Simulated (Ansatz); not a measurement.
LaB₆ (CaB6 type, space group Pm-3m): values from a third-order Birch-Murnaghan fit to a volume scan beside measured ones. Computed values: PBE (plane waves to 420 eV, PAW, scalar-relativistic; Ansatz, a program for electronic structure). LaB6 is run without spin polarisation. LaB6 was relaxed with its symmetry unable to fall.

| quantity | reference | kind |
|---|---|---|
| Lattice constant a (Å) | 4.1569 | measured, room temperature or unstated |

References as given in: Masami Tsubota, Jiro Kitagawa, Scientific Reports (2017), doi:10.1038/s41598-017-15766-y. Values not taken to low temperature hold thermal and zero-point shifts that a static calculation lacks, so small differences there are no errors of the method.

What does PBE give, and how far is that from the reference?


```csv
quantity,PBE,difference
Lattice constant a (Å),4.155,+0.0 %
```



(A scan under strain: stresses follow from slopes of the energy per volume, elastic moduli from its curvatures.)
